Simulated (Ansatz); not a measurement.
Computed with Ansatz, DFT PBE, scalar-relativistic, plane waves, PAW. All cells share a 420 eV cutoff and Γ-centred k meshes spaced at most about 0.3 Å⁻¹ (about 0.25 or finer for metals, 2π included). Collinear spin in cells that started with moments and kept them past the coarse steps, no spin elsewhere.

Each of these unrelaxed guesses is relaxed in cell and atoms within its symmetry. A guess keeps its type if space group and coordination stay and the shape of the cell changes little (axis ratios within about 15 %, angles within 6°); the volume may change.

1. TaAl

Space group R-3m:H (No. 166). a = 2.883 Å, b = 2.883 Å, c = 14.124 Å, α = 90.00°, β = 90.00°, γ = 120.00°
```csv
atom,site,symmetry,x,y,z
Ta,3b,-3m,0.6667,0.3333,0.8333
Al,3a,-3m,0.0000,0.0000,0.0000
```

2. MnZnC4N4 (collinear spin from parallel moments)

Space group P-43m (No. 215). a = 5.907 Å, b = 5.907 Å, c = 5.907 Å, α = 90.00°, β = 90.00°, γ = 90.00°
```csv
atom,site,symmetry,x,y,z
Mn,1a,-43m,0.0000,0.0000,0.0000
Zn,1b,-43m,0.5000,0.5000,0.5000
C,4e,.3m,0.1894,0.1894,0.1894
N,4e,.3m,0.3038,0.3038,0.3038
```

3. LuTa2

Space group P6_3/mmc (No. 194). a = 4.808 Å, b = 4.808 Å, c = 5.864 Å, α = 90.00°, β = 90.00°, γ = 120.00°
| atom | site | symmetry | x | y | z |
| --- | --- | --- | --- | --- | --- |
| Lu | 2c | -6m2 | 0.3333 | 0.6667 | 0.2500 |
| Ta | 2d | -6m2 | 0.3333 | 0.6667 | 0.7500 |
| Ta | 2a | -3m. | 0.0000 | 0.0000 | 0.0000 |

4. Sc3H

Space group I4_1/amd:1 (No. 141). a = 6.430 Å, b = 6.430 Å, c = 5.318 Å, α = 90.00°, β = 90.00°, γ = 90.00°
```csv
atom,site,symmetry,x,y,z
Sc,8d,.2/m.,0.5000,0.2500,0.1250
Sc,4a,-4m2,0.0000,0.5000,0.2500
H,4b,-4m2,0.0000,0.0000,0.5000
```

5. Hf3B2

Space group P-3m1 (No. 164). a = 3.986 Å, b = 3.986 Å, c = 4.835 Å, α = 90.00°, β = 90.00°, γ = 120.00°
```csv
atom,site,symmetry,x,y,z
Hf,2d,3m.,0.6667,0.3333,0.3600
Hf,1a,-3m.,0.0000,0.0000,0.0000
B,2d,3m.,0.6667,0.3333,0.8576
```

**Question.** Which guesses survive the relaxation?

**Answer.** Guesses 1, 2 and 3 keep their type.

```
guess  kept  start group  end group  V start (Å³/atom)  V end  b/a and c/a, end over start  nearest neighbours start  nearest neighbours end
    1   yes         R-3m       R-3m               16.9   17.4                   1.00, 0.98              Al 12, Ta 12            Al 12, Ta 12
    2   yes        P-43m      P-43m               20.6   21.8                   1.00, 1.00      C 1, Mn 4, N 1, Zn 4    C 1, Mn 4, N 1, Zn 4
    3   yes     P6_3/mmc   P6_3/mmc               19.6   20.6                   1.00, 0.97           Lu 11, Ta 11/14         Lu 11, Ta 11/14
    4    no     I4_1/amd      Fd-3m               13.7   21.1                            -               H 4, Sc 2/6            H 4, Sc 2/20
    5    no        P-3m1      P-3m1               13.3   16.3                   1.00, 1.88              B 11, Hf 6/8             B 6, Hf 3/6
```

Neighbours count within 15 % of an atom's shortest distance; end groups are read at 0.02 Å (0.05 Å in metals).

These runs have no spin–orbit coupling, which can matter for Hf and Ta. The magnetic state reached may not be the lowest. Cells relaxed within their symmetry can be saddle points.

In counts of neighbours, a slash parts the counts of unlike sites.
